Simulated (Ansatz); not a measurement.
Data:

Al3V:
```yaml
crystal:
  lattice:
    - [-1.85099, 1.85099, 4.08888]
    - [1.85099, -1.85099, 4.08888]
    - [1.85099, 1.85099, -4.08888]
  atoms:
    - { symbol: Al, position: [0.50000, 0.50000, 0.00000] }
    - { symbol: Al, position: [0.75000, 0.25000, 0.50000] }
    - { symbol: Al, position: [0.25000, 0.75000, 0.50000] }
    - { symbol: V, position: [0.00000, 0.00000, 0.00000] }
```

This is the LDA-relaxed structure.

**Question.** All from DFT-LDA in the program Ansatz with PAW potentials, unless another level is named. Give the bulk modulus (Birch–Murnaghan fit).

**Answer.** 133 GPa.

**Question.** And the highest zone-centre frequency?

**Answer.** 398 cm^-1.

Space group I4/mmm. The first step of the workflow began from a Materials Project structure, measured or hypothetical; the Crystallography Open Database copy checked does not list it. Whether it is the stable phase at ambient conditions was not checked. The cell was relaxed with LDA under the symmetry of its start; whether a distortion lowers the energy is not shown. No spin polarisation was allowed. As this level gives no gap, phonon frequencies hold no LO–TO term and depend on the k-mesh and smearing (Fermi–Dirac, 0.1 eV here).

Potentials: the later of the program's two PAW sets.
